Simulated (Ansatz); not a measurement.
Li:
```
CELL_PARAMETERS angstrom
     -3.47608     3.47608     3.47608
      3.47608    -3.47608     3.47608
      3.47608     3.47608    -3.47608
ATOMIC_POSITIONS crystal
  Li 0.00011 0.50000 0.00000
  Li 0.50000 0.00000 0.50011
  Li 0.00000 0.00011 0.50000
  Li 0.99989 0.99989 0.99989
  Li 0.49989 0.49989 0.49989
  Li 0.00000 0.50011 0.50000
  Li 0.50000 0.00000 0.00011
  Li 0.50011 0.50000 0.00000
```

Relaxed with r²SCAN. Special points in fractions of this cell's reciprocal vectors: Γ (0.000, 0.000, 0.000); H (0.500, -0.500, 0.500); N (0.000, 0.000, 0.500); P (0.250, 0.250, 0.250).

Problem. List the band energies nearest the Fermi level at these points for plane-wave PAW r²SCAN (Ansatz code).

Solution. In eV from the Fermi level; about four levels below and three above (degenerate sets whole), none deeper than 8.9 eV; points with the same levels are listed once.

```tsv
k	below	above
Γ	-3.87	0.31 0.31 0.31 0.31 0.31 0.31
H	-1.25 -1.25 -1.25 -1.25 -1.25 -1.25	3.62 3.62 3.62 3.62 3.62 3.62
N	-0.03 -0.03 -0.03 -0.03	1.95 1.95 4.07 4.07
P	-1.93 -1.93 -1.93 -1.93	2.77 2.77 2.77 2.77 2.77 2.77 2.77 2.77
```

Space group Im-3m (bcc (W type)). The cell was relaxed with r²SCAN under the symmetry of its start. Point labels and valley counts follow the cell and symmetry of the run, lower than the named group.

Potentials: the earlier of the program's two PAW sets. The files were generated under PBE; for other functionals the program regenerates the frozen cores, and for LDA and PBEsol the local potential too.
